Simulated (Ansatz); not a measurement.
Input file for Ansatz (an electronic-structure program):

Ansatz 0.2 input:
```yaml
crystal:
  lattice:
    - [-1.5651196122, 1.5651196122, 1.5651196122]
    - [1.5651196122, -1.5651196122, 1.5651196122]
    - [1.5651196122, 1.5651196122, -1.5651196122]
  atoms:
    - { symbol: Mo, position: [0.0, 0.0, 0.0] }
kpoints:
  mp_grid: { grid: [38, 38, 38] }
hamiltonian:
  xc: pbe
  dispersion: d3bj
  pseudopotentials: { kind: paw }
scf:
  occupations: { method: fermi_dirac, width: 0.1 }
elastic: { mode: relaxed_ion, stencil: two_point, amplitude: 0.005, f_tol: 0.0005 }
```

Output (shortened):

```
Pseudopotential: Mo, paw, valence charge 14
Functional definition: PBE
Crystal: 1 atoms, lattice volume = 15.336 Å³
Basis set: ecut = 420 eV, 321 PW (Γ), exchange–correlation on 40×40×40 points (8 copies of the dense FFT grid, shifted against one another)
Bands: 11, of which v1, the nominal top of the filled ones, is band 7 counted from 1 (6 counted from 0)
Symmetry: 48 space group operations
Space group: Im-3m (ITA 229), of the structure as read, at distance tolerance 2.5e-5 Å
k-points: 1440 of 54872
SCF iter   1: F=—  HF=-4956.749587 eV  |F-HF|=—  |Δ(HF+E_count)|=         —  Δρ=3.13e-3  dr2=6.73e-4  ethr=1.77e-3  ⟨swp⟩=5.0  Hψ=92752  notcnv=0
preconditioner: auto → none
SCF iter   2: F=—  HF=-4956.749523 eV  |F-HF|=—  |Δ(HF+E_count)|=   6.40e-5  Δρ=1.53e-3  dr2=1.27e-4  ethr=4.81e-6  ⟨swp⟩=2.3  Hψ=33019  notcnv=0
SCF iter   3: F=—  HF=-4956.749535 eV  |F-HF|=—  |Δ(HF+E_count)|=   1.12e-5  Δρ=3.03e-4  dr2=1.07e-5  ethr=9.08e-7  ⟨swp⟩=2.0  Hψ=25875  notcnv=0
SCF iter   4: F=—  HF=-4956.749531 eV  |F-HF|=—  |Δ(HF+E_count)|=   3.18e-6  Δρ=5.68e-5  dr2=1.73e-7  ethr=7.66e-8  ⟨swp⟩=2.4  Hψ=22345  notcnv=0
SCF iter   5: F=—  HF=-4956.749531 eV  |F-HF|=—  |Δ(HF+E_count)|=   1.57e-7  Δρ=2.35e-5  dr2=3.29e-8  ethr=1.23e-9  ⟨swp⟩=2.0  Hψ=25966  notcnv=0
SCF iter   6: F=—  HF=-4956.749531 eV  |F-HF|=—  |Δ(HF+E_count)|=   1.19e-8  Δρ=8.41e-6  dr2=3.66e-9  ethr=2.35e-10  ⟨swp⟩=2.1  Hψ=26069  notcnv=0
SCF iter   7: F=—  HF=-4956.749531 eV  |F-HF|=—  |Δ(HF+E_count)|=   1.37e-9  Δρ=1.09e-6  dr2=5.59e-11  ethr=2.61e-11  ⟨swp⟩=2.0  Hψ=25456  notcnv=0
SCF iter   8: F=—  HF=-4956.749531 eV  |F-HF|=—  |Δ(HF+E_count)|=  2.00e-11  Δρ=7.02e-8  dr2=2.06e-13  ethr=3.99e-13 (applied; sched 1.00e-12)  ⟨swp⟩=2.0  Hψ=25913  notcnv=0
SCF iter   9: F=-4956.749531 eV  HF=-4956.749531 eV  |F-HF|=0.00e0  |Δ(HF+E_count)|=  9.09e-13  Δρ=3.15e-9  dr2=4.84e-16  ethr=1.00e-12  ⟨swp⟩=4.0  Hψ=46305  notcnv=0
SCF 1 converged in 9 iterations: F = -4956.749531 eV  dr2 = 4.84e-16
Crystal: 1 atoms, lattice volume = 15.259 Å³
Symmetry: 16 space group operations
k-points: 3910 of 54872
iter 1 solved again at ethr=2.29e-7 eV; its pass at ethr=3.10e-3 eV (dr2=3.20e-5 eV) is discarded
SCF iter   1: F=—  HF=-4956.748863 eV  |F-HF|=—  |Δ(HF+E_count)|=         —  Δρ=6.05e-4  dr2=1.66e-5  ethr=2.29e-7  ⟨swp⟩=3.1  Hψ=328442  notcnv=0  defer=11
preconditioner: auto → none
SCF iter   2: F=—  HF=-4956.748866 eV  |F-HF|=—  |Δ(HF+E_count)|=   3.29e-6  Δρ=3.01e-4  dr2=4.14e-6  ethr=1.18e-7  ⟨swp⟩=1.0  Hψ=42982  notcnv=0  defer=11
SCF iter   3: F=—  HF=-4956.748867 eV  |F-HF|=—  |Δ(HF+E_count)|=   1.40e-6  Δρ=8.36e-6  dr2=3.18e-9  ethr=2.96e-8  ⟨swp⟩=1.0  Hψ=42982  notcnv=0  defer=11
SCF iter   4: F=—  HF=-4956.748867 eV  |F-HF|=—  |Δ(HF+E_count)|=   1.31e-7  Δρ=2.93e-6  dr2=2.77e-10  ethr=2.27e-11  ⟨swp⟩=2.0  Hψ=70950  notcnv=0  defer=11
SCF iter   5: F=—  HF=-4956.748867 eV  |F-HF|=—  |Δ(HF+E_count)|=  8.19e-11  Δρ=4.01e-7  dr2=1.20e-11  ethr=1.98e-12  ⟨swp⟩=2.7  Hψ=69392  notcnv=0  defer=11
SCF iter   6: F=—  HF=-4956.748867 eV  |F-HF|=—  |Δ(HF+E_count)|=  9.09e-13  Δρ=1.15e-7  dr2=1.92e-12  ethr=8.56e-14 (applied; sched 1.00e-12)  ⟨swp⟩=2.0  Hψ=67064  notcnv=0  defer=28
SCF iter   7: F=-4956.748867 eV  HF=-4956.748867 eV  |F-HF|=1.82e-12  |Δ(HF+E_count)|=  1.82e-12  Δρ=3.01e-8  dr2=4.30e-14  ethr=1.00e-12  ⟨swp⟩=2.9  Hψ=160551  notcnv=0
SCF 2 converged in 7 iterations: F = -4956.748867 eV  dr2 = 4.30e-14
Crystal: 1 atoms, lattice volume = 15.412 Å³
iter 1 solved again at ethr=3.56e-10 eV; its pass at ethr=3.10e-3 eV (dr2=4.99e-8 eV) is discarded
SCF iter   1: F=—  HF=-4956.749016 eV  |F-HF|=—  |Δ(HF+E_count)|=         —  Δρ=9.32e-5  dr2=5.26e-8  ethr=3.56e-10  ⟨swp⟩=2.3  Hψ=300356  notcnv=0  defer=7
preconditioner: auto → none
SCF iter   2: F=—  HF=-4956.749017 eV  |F-HF|=—  |Δ(HF+E_count)|=   1.39e-6  Δρ=4.64e-5  dr2=8.75e-9  ethr=3.56e-10  ⟨swp⟩=2.6  Hψ=63305  notcnv=0  defer=7
SCF iter   3: F=—  HF=-4956.749018 eV  |F-HF|=—  |Δ(HF+E_count)|=   4.96e-7  Δρ=9.70e-6  dr2=6.48e-10  ethr=6.25e-11  ⟨swp⟩=1.0  Hψ=43011  notcnv=0  defer=7
SCF iter   4: F=—  HF=-4956.749018 eV  |F-HF|=—  |Δ(HF+E_count)|=   2.22e-8  Δρ=1.97e-7  dr2=7.64e-13  ethr=4.63e-12  ⟨swp⟩=2.5  Hψ=62486  notcnv=0  defer=7
SCF iter   5: F=-4956.749018 eV  HF=-4956.749018 eV  |F-HF|=9.09e-13  |Δ(HF+E_count)|=  7.28e-12  Δρ=3.40e-8  dr2=4.00e-14  ethr=1.00e-12  ⟨swp⟩=4.0  Hψ=141950  notcnv=0
SCF 3 converged in 5 iterations: F = -4956.749018 eV  dr2 = 4.00e-14
Crystal: 1 atoms, lattice volume = 15.336 Å³
Symmetry: 8 space group operations
k-points: 7430 of 54872
iter 1 solved again at ethr=8.61e-8 eV; its pass at ethr=3.10e-3 eV (dr2=1.20e-5 eV) is discarded
SCF iter   1: F=—  HF=-4956.749399 eV  |F-HF|=—  |Δ(HF+E_count)|=         —  Δρ=4.88e-4  dr2=1.51e-5  ethr=8.61e-8  ⟨swp⟩=3.6  Hψ=623315  notcnv=0  defer=20
preconditioner: auto → none
SCF iter   2: F=—  HF=-4956.749398 eV  |F-HF|=—  |Δ(HF+E_count)|=   1.66e-6  Δρ=2.28e-4  dr2=2.55e-6  ethr=8.61e-8  ⟨swp⟩=1.0  Hψ=81688  notcnv=0  defer=20
SCF iter   3: F=—  HF=-4956.749398 eV  |F-HF|=—  |Δ(HF+E_count)|=   5.29e-8  Δρ=2.59e-5  dr2=2.87e-8  ethr=1.82e-8  ⟨swp⟩=1.0  Hψ=81688  notcnv=0  defer=20
SCF iter   4: F=—  HF=-4956.749398 eV  |F-HF|=—  |Δ(HF+E_count)|=   6.31e-8  Δρ=2.68e-6  dr2=4.02e-10  ethr=2.05e-10  ⟨swp⟩=2.6  Hψ=123440  notcnv=0  defer=20
SCF iter   5: F=—  HF=-4956.749398 eV  |F-HF|=—  |Δ(HF+E_count)|=  1.31e-10  Δρ=5.12e-7  dr2=3.44e-11  ethr=2.87e-12  ⟨swp⟩=2.8  Hψ=138190  notcnv=0  defer=20
SCF iter   6: F=—  HF=-4956.749398 eV  |F-HF|=—  |Δ(HF+E_count)|=  1.36e-11  Δρ=1.12e-7  dr2=1.06e-12  ethr=2.46e-13 (applied; sched 1.00e-12)  ⟨swp⟩=2.0  Hψ=120296  notcnv=0  defer=39
SCF iter   7: F=-4956.749398 eV  HF=-4956.749398 eV  |F-HF|=9.09e-13  |Δ(HF+E_count)|=  3.64e-12  Δρ=2.53e-8  dr2=5.79e-14  ethr=1.00e-12  ⟨swp⟩=4.1  Hψ=264584  notcnv=0
SCF 4 converged in 7 iterations: F = -4956.749398 eV  dr2 = 5.79e-14
Crystal: 1 atoms, lattice volume = 15.336 Å³
iter 1 solved again at ethr=7.66e-11 eV; its pass at ethr=3.10e-3 eV (dr2=1.07e-8 eV) is discarded
SCF iter   1: F=—  HF=-4956.749398 eV  |F-HF|=—  |Δ(HF+E_count)|=         —  Δρ=1.11e-5  dr2=1.06e-8  ethr=7.66e-11  ⟨swp⟩=2.5  Hψ=574699  notcnv=0  defer=10
preconditioner: auto → none
SCF iter   2: F=—  HF=-4956.749398 eV  |F-HF|=—  |Δ(HF+E_count)|=   1.71e-7  Δρ=4.84e-6  dr2=1.18e-9  ethr=7.57e-11  ⟨swp⟩=2.6  Hψ=121688  notcnv=0  defer=10
SCF iter   3: F=—  HF=-4956.749398 eV  |F-HF|=—  |Δ(HF+E_count)|=  1.48e-10  Δρ=1.29e-6  dr2=8.23e-11  ethr=8.42e-12  ⟨swp⟩=1.1  Hψ=83892  notcnv=0  defer=10
SCF iter   4: F=—  HF=-4956.749398 eV  |F-HF|=—  |Δ(HF+E_count)|=  1.82e-11  Δρ=1.92e-7  dr2=1.43e-12  ethr=5.88e-13 (applied; sched 1.00e-12)  ⟨swp⟩=2.8  Hψ=127700  notcnv=0  defer=27
SCF iter   5: F=-4956.749398 eV  HF=-4956.749398 eV  |F-HF|=0.00e0  |Δ(HF+E_count)|=    0.00e0  Δρ=2.35e-8  dr2=2.05e-14  ethr=1.00e-12  ⟨swp⟩=4.1  Hψ=270960  notcnv=0
SCF 5 converged in 5 iterations: F = -4956.749398 eV  dr2 = 2.05e-14
SCF converged after 9 iterations
Free energy (F): -4956.749531 eV
Harris-Foulkes:  -4956.749531 eV  (|F-HF|=0.00e0)
Internal energy: -4956.728909 eV  (E = F + TS)
E sigma→0 (E₀):  -4956.739220 eV
Entropy (-TS):   -0.020622 eV (-20.622 meV/atom)
Fermi energy:    21.590079 eV
--- Per-component energies (eV) ---
  E_band       = -48.498527
  E_kinetic    = 441.954095
  E_local      = -770.073092  (includes V_loc(G=0)·N_el)
  E_nonlocal   = 142.739058
  E_hartree    = 255.261692
  E_xc         = -183.934502
  E_vxc        = -229.613180  (∫ρ·V_xc dr)
  E_paw        = -3201.319203  (= ΣΔE_a)
  E_vpaw       = -144.028838  (= ΣTr[D̂ρ^β])
  E_aug_tail   = 0.000045  (compensation charges beyond the density's cutoff)
  E_ewald      = -1640.628539
  E_disp       = -0.728465  (pairwise vdW)
  E_smearing   = -0.020622  (= −TS)
  E_closure    = 0.000000  (closes the sum)
  Σ components = -4956.749531   (vs F -4956.749531, Δ=0.00e0)
  [band-id]    e_kinetic+e_local+e_nonlocal+2·e_hartree+e_vxc+e_vpaw+e_augmentation_tail = -48.498527   (vs E_band -48.498527, Δ=4.35e-7)
--- Forces (eV/Å), atoms counted from 1 ---
  atom   1  Mo     0.00000000     0.00000000     0.00000000
  max |Σ_I F_I| component: 0.0 eV/Å
--- Stress (GPa, compression-positive) ---
        0.143625       0.000000       0.000000
        0.000000       0.143625       0.000000
        0.000000       0.000000       0.143625
  P = ⅓ Tr σ = 0.1436 GPa (1.436 kbar)
--- Band table (eV; the first three rows and the last of 1440) ---
  k-point 0: bands = ["-39.7059", "-12.9204", "-12.9204", "-12.9204", "14.2895", "20.1778", "20.1778", "20.1778", "23.2726", "23.2726", "36.2966"]
  k-point 1: bands = ["-39.7040", "-12.9314", "-12.9238", "-12.9205", "14.3212", "20.1596", "20.1753", "20.2074", "23.2440", "23.2729", "36.3213"]
  k-point 2: bands = ["-39.6984", "-12.9638", "-12.9337", "-12.9208", "14.4153", "20.1060", "20.1667", "20.2961", "23.1639", "23.2742", "36.3925"]
  k-point 1439: bands = ["-39.2203", "-13.9418", "-13.9418", "-13.9418", "15.9952", "15.9952", "25.6653", "25.6653", "25.6653", "30.7790", "30.7790"]
--- Elastic constants: 2 strain directions × 2 members + reference (group order 48) ---
  dense FFT box of the reference and of every strained cell: 20×20×20
  strains applied: 11, 23; error gains: componentwise 1.00 (the most a stress slope's error grows in a printed constant), spectral 1.73 (1 for all six strains …
  pairwise dispersion correction: d3bj (s6 = 1.0, s8 = 0.7875, a1 = 0.4289, a2_bohr = 4.4407), with the weights of each atom's references fixed at the …
  C = ∂σ_k/∂η_j (tension-positive GPa; Voigt order 11 22 33 23 13 12):
       491.756    169.181    169.181      0.000      0.000      0.000
       169.181    491.756    169.181      0.000      0.000      0.000
       169.181    169.181    491.756      0.000      0.000      0.000
         0.000      0.000      0.000    111.368      0.000      0.000
         0.000      0.000      0.000      0.000    111.368      0.000
         0.000      0.000      0.000      0.000      0.000    111.368
  reference stress σ⁰ (GPa):     -0.144     -0.144     -0.144      0.000      0.000      0.000
  C* (energy form; C + prestress term) asymmetry max|C*_kj − C*_jk| = 2.842e-14 GPa — a small one proves nothing (zero by symmetry where the batch's group is …
  moduli (Voigt/Reuss/Hill, GPa): K = 276.71/276.71/276.71   G = 131.34/127.10/129.22   E = 335.44   ν = 0.298
  mechanically stable: yes (min eigenvalue of sym C = 111.37 GPa)
  where every solve meets its electron count the energy-path curvature estimates C_jj along a normal strain and C_jj − ¼(σ⁰_aa + σ⁰_bb) along a shear (ab), of …
  strain η (Voigt 11):  stress-route row diagonal C_11 = 491.76 GPa, energy-path curvature d²(F+E_count+ΔE)/dδ²/Ω₀ = 491.76 GPa
         δ    σ_11 (GPa)             F (eV)   n_scf  n_hpsi   n_pw
    -5.000e-3      -2.6423       -4956.7488674       7  829311    321   relax 0 steps, max|allowed force component| 0.00e0 eV/Å
     5.000e-3       2.2753       -4956.7490178       5  658052    321   relax 0 steps, max|allowed force component| 0.00e0 eV/Å
  strain η (Voigt 23):  stress-route row diagonal C_44 = 111.37 GPa, energy-path curvature d²(F+E_count+ΔE)/dδ²/Ω₀ = 111.44 GPa
         δ    σ_23 (GPa)             F (eV)   n_scf  n_hpsi   n_pw
    -5.000e-3      -0.5568       -4956.7493978       7  1522421    321   relax 0 steps, max|allowed force component| 0.00e0 eV/Å
     5.000e-3       0.5568       -4956.7493978       5  1268165    321   relax 0 steps, max|allowed force component| 0.00e0 eV/Å
```

Cost: very roughly 5 core-minutes on shared cores.

The PBE+D3(BJ) relaxation kept the symmetry of its start. No spin polarisation was allowed. The pairwise dispersion correction was not fitted to metals. As this level gives no gap, shear constants depend on the k-mesh and smearing (Fermi–Dirac, 0.1 eV here). Spin–orbit coupling is left out wherever it is not named.

Potentials: the later of the program's two PAW sets.

Ansatz is a plane-wave DFT program.
